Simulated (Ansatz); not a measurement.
# MnIr under pressure

Level of theory: DFT PBEsol, scalar-relativistic, plane waves, PAW in Ansatz. Settings: 420 eV plane-wave cutoff, Γ-centred 16×16×12 mesh, Gaussian smearing of 0.20 eV. Collinear spin, site moments 1.2, -0.1 μB. Phonons by linear response, acoustic sum rule imposed.

Relaxed structure:
```yaml
crystal:
  lattice:
    - [2.62382, 0.00000, 0.00000]
    - [0.00000, 2.62382, 0.00000]
    - [0.00000, 0.00000, 3.61468]
  atoms:
    - { symbol: Mn, position: [0.50000, 0.50000, 0.50000] }
    - { symbol: Ir, position: [0.00000, 0.00000, 0.00000] }
```

In a metal, frequencies and elastic constants depend on the k mesh and the smearing, soft modes and shear constants most. Spin–orbit coupling is left out, which matters for heavy elements.

**Question.** The cell is relaxed again at 5 GPa. How do volume, gap and optical modes at Γ (cm⁻¹, counted from the lowest optical one; a degenerate one stands once) change?

**Answer.**
|  | 0 GPa | 5 GPa |
| --- | --- | --- |
| V/V0 | 1.000 | 0.985 |
| gap (eV) | 0.00 | 0.00 |
| mode 1 | 176 | 180 |
| mode 3 | 205 | 211 |